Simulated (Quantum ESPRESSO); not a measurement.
```cif
data_F24Na4Rb8Rh4
_chemical_formula_sum 'F24 Na4 Rb8 Rh4'
_space_group_name_H-M_alt 'Fm-3m'
_space_group_IT_number 225
_space_group_name_Hall '-F 4 2 3'
_cell_length_a 8.66518
_cell_length_b 8.66518
_cell_length_c 8.66518
_cell_angle_alpha 90.000
_cell_angle_beta 90.000
_cell_angle_gamma 90.000
loop_
_atom_site_label
_atom_site_type_symbol
_atom_site_symmetry_multiplicity
_atom_site_Wyckoff_symbol
_atom_site_fract_x
_atom_site_fract_y
_atom_site_fract_z
_atom_site_occupancy
F1 F 24 e 0.00000 0.00000 0.23338 1
Na1 Na 4 b 0.50000 0.50000 0.50000 1
Rb1 Rb 8 c 0.25000 0.25000 0.25000 1
Rh1 Rh 4 a 0.00000 0.00000 0.00000 1
```
(The calculation used a cell of 10 atoms; values per cell refer to that cell.)

The geometry is that of Materials Project entry mp-14038, symmetrised and not relaxed again.

### Question
What does LDA (pw.x of Quantum ESPRESSO, ONCV potentials, scalar-relativistic) give for the electronic structure near the Fermi level?

### Answer
The LDA gap is direct, 1.61 eV at X. Another valence extremum on the path lies within 0.02 eV, too close to call. Spin-orbit splittings are left out.
